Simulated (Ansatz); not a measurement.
Relaxed-ion elastic tensor of SiO$_{2}$ in space group P4_12_12 (No. 92; Pearson symbol tP36) in GPa (Voigt order), plane-wave PAW LDA (Ansatz code); density 1.28 g/cm³, 25.94 Å³ per atom.

```
      1     2     3     4     5     6
-  ----  ----  ----  ----  ----  ----
1  88.1  44.7  44.7   0.0   0.0   0.0
2  44.7  88.1  44.7   0.0   0.0   0.0
3  44.7  44.7  88.0   0.0   0.0   0.0
4   0.0   0.0   0.0  22.6   0.0   0.0
5   0.0   0.0   0.0   0.0  22.6   0.0
6   0.0   0.0   0.0   0.0   0.0  22.6
```

Question: Is the crystal mechanically stable?

Answer: Yes: the smallest eigenvalue of C is 22.6 GPa.

Question: Work out the Voigt, Reuss and Hill averages.

Answer: K_V = 59.2, K_R = 59.2, K_H = 59.2; G_V = 22.2, G_R = 22.2, G_H = 22.2 GPa.

Question: Give Young's modulus, Poisson's ratio, Pugh's ratio and the universal anisotropy index.

Answer: E = 9KG/(3K + G) = 59.3 GPa; ν = 0.33; K/G = 2.66 (ductile by the Pugh limit of 1.75); A_U = 5G_V/G_R + K_V/K_R − 6 = 0.00.

Question: Estimate the sound speeds and the Debye temperature.

Answer: v_l = √((K + 4G/3)/ρ) = 8320 m/s, v_t = √(G/ρ) = 4160 m/s, mean 4670 m/s; Θ = (h/k)(3n/4πV)^(1/3) v_m = 470 K.

Question: How much does each axis shrink under pressure?

Answer: Linear compressibilities β_i = Σ_j S_ij (j = 1 to 3): x 5.6, y 5.6, z 5.6 per TPa.

The workflow started from an entry of the Crystallography Open Database (COD). Its sites differ from those of the usual phase in this space group: another stacking or structure type. The LDA relaxation kept the symmetry of its start; phonons show weakly imaginary modes. The volume moved by 94 % from the start of the relaxation.

Potentials: the later of the program's two PAW sets.
